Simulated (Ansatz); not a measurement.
Sr:
```
Sr
1.0
    0.00000     4.85207     4.85207
    4.85207     0.00000     4.85207
    4.85207     4.85207     0.00000
Sr
2
Cartesian
  0.00000   0.00000   0.00000
  2.42604   2.42604   2.42604
```

Relaxed with r²SCAN. Special points in fractions of this cell's reciprocal vectors: Γ (0.000, 0.000, 0.000); X (0.500, 0.000, 0.500); U (0.625, 0.250, 0.625); K (0.375, 0.375, 0.750); L (0.500, 0.500, 0.500); W (0.500, 0.250, 0.750).

Q: List the band energies nearest the Fermi level at these points for plane-wave PAW r²SCAN (Ansatz code).

A: In eV from the Fermi level; about four levels below and three above (degenerate sets whole), none deeper than 8.9 eV; points with the same levels are listed once.

```csv
k,below,above
Γ,-2.81,0.68 0.68 0.68
X,-1.14 -1.14,0.29 0.29 0.71 0.71
U,-1.31 -0.92 -0.11,0.44 0.76 0.95
L,-1.89 -0.83,0.80 0.82 0.82
W,-1.08 -1.08,0.00 0.00 0.96 0.96
```

Space group Fd-3m (diamond). The start of the workflow was typed in or built on a structure type; neither database checked (COD, Materials Project) lists it. It is not the phase usual at ambient conditions (space group No. 225). Symmetry was held in the r²SCAN relaxation. At this level the phase is mechanically unstable. The volume moved by 28 % from the start of the relaxation. Scalar-relativistic: spin–orbit coupling is off unless named, which matters more the heavier the elements.

Potentials: the later of the program's two PAW sets.
